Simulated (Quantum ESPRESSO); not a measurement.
## Calculated data, Si6GeC (made-up cell)

All values are calculated (Quantum ESPRESSO 7.5). Calculation on a made-up crystal cell, not a measurement: periodic Kohn-Sham density functional theory in plane waves with PseudoDojo standard norm-conserving scalar-relativistic pseudopotentials, each functional with its own files (v0.5 for PBE, v0.4.1 for LDA and PBEsol), no spin polarisation, no spin-orbit coupling, atoms not relaxed, stress positive in tension, energies less a fixed whole-eV offset for each atom's element; levels are Kohn-Sham levels at fractions of this cell's reciprocal vectors, counted from the reference band (half the neutral cell's valence electrons, rounded up) at Gamma; error bars cover cutoff and k-mesh only, not smearing or the files; added strain carries the atoms with the cell, and shear is the tensor component; each bar is the largest change over components, and at least 0.002 eV, 0.002 eV per angstrom or 0.02 GPa; energies are for the whole cell, and the offsets were chosen from early runs and are not element reference energies.

```xyz
8
Lattice="5.5655 0.0000 0.0000 0.0000 5.5655 0.0000 0.0000 0.0000 5.5655" Properties=species:S:1:pos:R:3 formula=Si6GeC lattice_type=zincblende/diamond functional=pbe cutoff=1116 fermi_dirac_smearing=0.1 scf_tolerance=1e-07 electrons_removed=0 k_mesh=6_x_6_x_6,shifted_by_half_a_step free_energy_less_offsets=1.876 smearing_term_minus_ts=-0.02039 scf_iterations=11 pressure=-8.825 stress_xx=8.904 stress_yy=8.961 stress_zz=8.611 stress_yz=0.8056 stress_xz=-0.16 stress_xy=-0.1779 fermi_level=0.08823 reference_band=21 error_bar_energy=0.003716 error_bar_stress=0.02 error_bar_force=0.002 error_bar_next_band_up=0.002 error_bar_fermi_level=0.002 error_bars_from=tighter_rerun_of_a_related_cell
C      0.0162     0.0038    -0.0065
Si    -0.0144     2.7891     2.8024
Si     2.8025     0.0201     2.8182
Si     2.7384     2.8205    -0.0145
Ge     1.4194     1.3951     1.3933
Si     1.3886     4.1633     4.2087
Si     4.1814     1.4637     4.1839
Si     4.0986     4.1326     1.4052
```

Units: cutoff, fermi_dirac_smearing, scf_tolerance, free_energy_less_offsets, smearing_term_minus_ts, fermi_level, error_bar_energy, error_bar_next_band_up, error_bar_fermi_level in eV; pressure, stress_xx, stress_yy, stress_zz, stress_yz, stress_xz, stress_xy, error_bar_stress in GPa; error_bar_force in eV/Å.

Atoms:
```
atoms element  atom site  atom energy offset (eV)
            C          1                     -163
           Si          2                     -115
           Si          3                     -115
           Si          4                     -115
           Ge          5                    -2430
           Si          6                     -115
           Si          7                     -115
           Si          8                     -115
```

Forces:
```
site  x (eV/Å)  y (eV/Å)  z (eV/Å)
   1   -0.1672   -0.1569   -0.1577
   2   0.02301    0.3596   -0.1639
   3    0.1159   -0.3481    0.2628
   4    0.5421   -0.2445  -0.02797
   5    -1.393    -1.113   -0.8279
   6    -1.425     1.731    0.5055
   7    0.8455    -1.573     1.082
   8     1.458     1.345   -0.6725
```

Levels:
```
level k point  next band up (eV)
        Gamma               0.11
(1/2,1/2,1/2)            -0.4696
   (0.15,0,0)             0.2675
   (0,0.15,0)             0.2665
   (0,0,0.15)              0.267
```
